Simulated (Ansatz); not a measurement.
HfO2 (fluorite, Fm-3m), PBEsol in the plane-wave PAW code Ansatz. The conduction-band minimum lies at X, with 3 equivalent valleys. Second derivatives d²E/dk² of the lowest band at one valley (eV·Å²), along Cartesian directions:

| direction | d²E/dk² |
|---|---|
| [100] | 6.784 |
| [010] | 10.90 |
| [001] | 10.90 |
| [110] | 8.842 |
| [101] | 8.842 |
| [011] | 10.90 |

Find the principal effective masses, the density-of-states mass and the conductivity mass.

Off-diagonal terms follow from H_xy = H[110] − (H_xx + H_yy)/2, and m*/mₑ = 7.620 eV·Å² over each eigenvalue: 0.70, 0.70, 1.1. One valley's DOS mass (m₁m₂m₃)^(1/3) = 0.82, conductivity mass 3/(Σ 1/mᵢ) = 0.80 mₑ.

What effective density of states Nc follows at 300 K for parabolic valleys?

Nc = 2.509e19 × 3 × (0.82)^(3/2) ≈ 5.6e19 cm⁻³.

This is a known high-temperature phase of the composition, computed here at zero pressure and temperature. Symmetry was held in the PBEsol relaxation; its stability against distortions is not shown here. No spin polarisation was allowed. Spin–orbit coupling is left out wherever it is not named.

Potentials: the later of the program's two PAW sets.

Edges and masses are those of Kohn–Sham bands, whose gap is no quasiparticle gap.
